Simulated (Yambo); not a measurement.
Here is the system:

```
K2NaYF6
1.0
    0.00000     4.45829     4.45829
    4.45829     0.00000     4.45829
    4.45829     4.45829     0.00000
F Na K Y
6 1 2 1
Direct
  0.75560   0.24440   0.24440
  0.24440   0.75560   0.75560
  0.24440   0.75560   0.24440
  0.75560   0.24440   0.75560
  0.24440   0.24440   0.75560
  0.75560   0.75560   0.24440
  0.50000   0.50000   0.50000
  0.75000   0.75000   0.75000
  0.25000   0.25000   0.25000
  0.00000   0.00000   0.00000
```

Workflow: PBEsol (Quantum ESPRESSO, PseudoDojo norm-conserving, 88 Ry, no spin-orbit coupling), then G0W0 in Yambo (2×2×2 Γ-centred k mesh, bands 2 to 334 and a 8 Ry block in the screening, 334 bands in G with the Bruneval-Gonze terminator, plasmon pole fitted at 27.2 eV).

### Question
Give the PBEsol and G0W0 gaps between the band edges found on this mesh, and say where the edges lie.

### Answer
Edges: Γ → Γ. PBEsol: 6.16 eV; G0W0: 9.88 eV. Nearest settings tried, and what they do to the gap: 215 bands in G: +8 meV; 3 Ry block (137 vectors against 531): +193 meV. Not varied: bands in W, mesh. So the settings aren't converged at that level. The k mesh is coarse. 

Geometry of the Materials Project entry, not relaxed at this level.

The structure is a Materials Project entry; no match was found in the copy of COD used, and its stability was not checked.
